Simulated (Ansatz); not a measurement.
Starting cell, Ti (hcp, Mg type):

```
CELL_PARAMETERS angstrom
      2.93885     0.00000     0.00000
     -1.46943     2.54512     0.00000
      0.00000     0.00000     4.64996
ATOMIC_POSITIONS crystal
  Ti 0.33333 0.66667 0.75000
  Ti 0.66667 0.33333 0.25000
```

In this cell atom 1 (Ti, nearest neighbour Ti at 2.878 Å; its periodic images, 2.9 Å or more away, move with it) is moved by u·(1.000, 0.000, 0.000) + v·(0.000, 0.000, 1.000); the rest is frozen.

Method: PBE (plane waves to 420 eV, PAW, scalar-relativistic; Ansatz, a first-principles code). k mesh 15×15×8 (Γ-centred), Fermi-Dirac smearing 0.05 eV. Energies are smeared free energies. Points where atoms come too close for the PAW data are left out (x in tables, blank in figures). With partly filled bands, energies and forces of such displacements shift with the k mesh and the smearing. The PAW data are Ansatz's earlier set. Ti is run without spin polarisation. Ti was relaxed with its symmetry unable to fall. The last digit holds for this mesh only.

Changes of ΔE (eV/cell) from the point u = 0.000 Å, v = 0.000 Å when one coordinate moves alone (two changes are said to add if the coupling is within 5 % of the smaller one, nearly so within 20 %):

```tsv
point	change
u = 0.000 Å, v = -0.430 Å	0.5095
u = 0.000 Å, v = -0.215 Å	0.0952
u = -0.430 Å, v = 0.000 Å	0.1131
u = -0.215 Å, v = 0.000 Å	0.0337
u = 0.215 Å, v = 0.000 Å	0.0337
u = 0.430 Å, v = 0.000 Å	0.1131
u = 0.000 Å, v = 0.215 Å	0.0952
u = 0.000 Å, v = 0.430 Å	0.5095
```

Question: Do the two effects add at u = -0.215 Å, v = 0.430 Å? Give the computed change.

Answer: The sum of the single changes is 0.0337 + (0.5095) = 0.5432; the calculation gives 0.5244, so the coupling contributes -0.0188 (over 20 % of the smaller single change, not additive).

Question: What is the change at u = 0.215 Å, v = 0.215 Å, where both move, and how far is it from the sum?

Answer: The sum of the single changes is 0.0337 + (0.0952) = 0.1289; the calculation gives 0.1251, so the coupling contributes -0.0038 (under 20 % of the smaller single change, nearly additive).

Question: Do the two effects add at u = 0.430 Å, v = 0.215 Å? Give the computed change.

Answer: The sum of the single changes is 0.1131 + (0.0952) = 0.2083; the calculation gives 0.2016, so the coupling contributes -0.0067 (under 20 % of the smaller single change, nearly additive).

(A displaced cell: forces are minus the slopes of the energy, force constants its curvatures, and phonons follow from these.)
